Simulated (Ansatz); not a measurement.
Si2Mo:
```
CELL_PARAMETERS angstrom
      4.58494     0.00000     0.00000
     -2.29247     3.97067     0.00000
      0.00000     0.00000     6.57694
ATOMIC_POSITIONS crystal
  Si 0.16386 0.83614 0.83333
  Si 0.32771 0.16386 0.16667
  Si 0.16386 0.32771 0.50000
  Si 0.83614 0.16386 0.83333
  Si 0.67229 0.83614 0.16667
  Si 0.83614 0.67229 0.50000
  Mo 0.50000 0.00000 0.50000
  Mo 0.50000 0.50000 0.83333
  Mo 0.00000 0.50000 0.16667
```

Relaxed with r²SCAN.

**Question.** Give the Bader charges and basin volumes of the independent atoms, r²SCAN in the plane-wave PAW code Ansatz.

**Answer.** 

| atom | Bader charge (e) | Bader volume (Å³) |
|---|---|---|
| Si1 | -0.09 | 12.8 |
| Mo7 | +0.19 | 14.2 |

Space group P6_222. The workflow started from a Materials Project entry (that database holds measured and hypothetical structures alike); the Crystallography Open Database copy checked does not list it. It is not the phase usual at ambient conditions (space group No. 139). The r²SCAN relaxation kept the symmetry of its start; whether a distortion lowers the energy is not shown. The run is not spin-polarised.

Potentials: the earlier of the program's two PAW sets.
